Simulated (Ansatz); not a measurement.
Sb (simple cubic), conventional cell a = b = c = 3.084 Å, α = β = γ = 90.00°. The calculation uses the primitive cell of 1 atom, to which meshes and values per cell refer.

Two coordinates are scanned: the volume, and the ratio of the stretch along z (the conventional c axis) to the stretch across it. Atoms keep their fractional coordinates.

Level of theory: r2SCAN (plane waves to 500 eV, PAW, scalar-relativistic; Ansatz, a quantum-chemistry and plane-wave program). k mesh 15×15×15 (Γ-centred), Fermi-Dirac smearing 0.05 eV. The energy includes the smearing's −TS. With partly filled bands, the response to shear is sensitive to the k mesh, so small differences along c/a are uncertain. Sb was relaxed with its symmetry unable to fall. Spin-orbit coupling is left out, though Sb is heavy. This is one of several known forms of Sb; the measured ambient cells at hand have space group No. 166. The zero of ΔE is the relaxed starting cell.

| ΔE (meV/atom) | V/V₀ = 0.960 | V/V₀ = 0.973 | V/V₀ = 0.987 | V/V₀ = 1.000 | V/V₀ = 1.013 | V/V₀ = 1.027 | V/V₀ = 1.040 |
|---|---|---|---|---|---|---|---|
| (c/a)/(c/a)₀ = 0.880 | 172 | 161 | 153 | 146 | 142 | 140 | 139 |
| (c/a)/(c/a)₀ = 0.920 | 76 | 68 | 63 | 59 | 58 | 58 | 61 |
| (c/a)/(c/a)₀ = 0.960 | (withheld) | (withheld) | 16 | 14 | 15 | (withheld) | (withheld) |
| (c/a)/(c/a)₀ = 1.000 | 10 | 4 | 1 | 0 | 1 | 4 | 8 |
| (c/a)/(c/a)₀ = 1.040 | (withheld) | (withheld) | 13 | 12 | 12 | 15 | (withheld) |
| (c/a)/(c/a)₀ = 1.080 | 61 | 53 | (withheld) | 46 | 45 | 46 | (withheld) |
| (c/a)/(c/a)₀ = 1.120 | 113 | 103 | 96 | 92 | 89 | 88 | 90 |

Question: Some entries are withheld; supply them.

Answer: 
- (c/a)/(c/a)₀ = 0.960, V/V₀ = 0.960: 25
- (c/a)/(c/a)₀ = 0.960, V/V₀ = 0.973: 19
- (c/a)/(c/a)₀ = 0.960, V/V₀ = 1.027: 17
- (c/a)/(c/a)₀ = 0.960, V/V₀ = 1.040: 21
- (c/a)/(c/a)₀ = 1.040, V/V₀ = 0.960: 23
- (c/a)/(c/a)₀ = 1.040, V/V₀ = 0.973: 17
- (c/a)/(c/a)₀ = 1.040, V/V₀ = 1.040: 19
- (c/a)/(c/a)₀ = 1.080, V/V₀ = 0.987: 48
- (c/a)/(c/a)₀ = 1.080, V/V₀ = 1.040: 49

(A scan under strain: stresses follow from slopes of the energy per volume, elastic moduli from its curvatures.)
